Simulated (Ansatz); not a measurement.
Relaxed Ti3Al (D019 type, space group P6_3/mmc):

```
Ti3Al
1.0
    5.75564     0.00000     0.00000
   -2.87782     4.98453     0.00000
    0.00000     0.00000     9.30995
Ti Al
12 4
Cartesian
  2.87782   3.29224   1.16374
  2.87782   3.29224   5.81872
 -1.41226   4.13839   3.49123
 -1.41226   4.13839   8.14621
  1.46557   0.84614   1.16374
  1.46557   0.84614   5.81872
  0.00000   1.69229   3.49123
  0.00000   1.69229   8.14621
  4.29008   0.84614   1.16374
  4.29008   0.84614   5.81872
  1.41226   4.13839   3.49123
  1.41226   4.13839   8.14621
  0.00000   3.32302   1.16374
  0.00000   3.32302   5.81872
  2.87782   1.66151   3.49123
  2.87782   1.66151   8.14621
```

The atoms are displaced by Q × the pattern below (from a DFPT mode at A = (0.0, 0.0, 0.5), largest move 1; Q in Å), at fixed cell. It is one choice among 2 degenerate patterns. (q is in reciprocal vectors of the primitive cell; the cell shown is doubled to hold the pattern.)

```csv
atom,x,y,z
Ti1,0.000,0.321,-0.020
Ti2,0.000,-0.321,0.020
Ti3,0.087,-0.050,-0.063
Ti4,-0.087,0.050,0.063
Ti5,-0.278,-0.160,-0.020
Ti6,0.278,0.160,0.020
Ti7,0.000,0.101,-0.063
Ti8,0.000,-0.101,0.063
Ti9,0.278,-0.160,-0.020
Ti10,-0.278,0.160,0.020
Ti11,-0.087,-0.050,-0.063
Ti12,0.087,0.050,0.063
Al13,0.000,0.000,0.314
Al14,0.000,0.000,-0.314
Al15,0.000,0.000,1.000
Al16,0.000,0.000,-1.000
```

These are PBE (plane waves to 420 eV, PAW, scalar-relativistic; Ansatz, a first-principles code) values and carry that method's errors. k mesh 10×10×5 (Γ-centred), Fermi-Dirac smearing 0.05 eV. Energies are smeared free energies. With partly filled bands, energies and forces of such displacements shift with the k mesh and the smearing. Ti3Al is run without spin polarisation. Ti3Al was relaxed with its symmetry unable to fall. The zero of ΔE is the undisplaced structure. The last digit holds for this mesh only.

| Q (Å) | ΔE (meV/cell) |
|---|---|
| -0.2800 | 1363.6 |
| -0.2333 | 937.0 |
| -0.1867 | withheld |
| -0.1400 | 332.2 |
| -0.0933 | 146.9 |
| -0.0467 | 36.6 |
| 0.0000 | 0.0 |
| 0.0467 | 36.6 |
| 0.0933 | 146.9 |
| 0.1400 | 332.2 |
| 0.1867 | withheld |
| 0.2333 | 937.0 |
| 0.2800 | 1363.6 |

### Question
Fit an even polynomial form (powers 2, 4) to the given rows and predict ΔE at Q = -0.1867.

### Answer
Least squares on the 11 given rows: ΔE = (16810)·Q² + (7483)·Q⁴, in meV/cell with Q in Å; root-mean-square residual 0.16 meV/cell. At -0.1867 the fit gives 595.0 meV/cell; the calculation gives 594.6 meV/cell, so the interpolation is off by 0.4 (+0.1 %). The quadratic term alone would give 585.9 meV/cell.

(A displaced cell: forces are minus the slopes of the energy, force constants its curvatures, and phonons follow from these.)
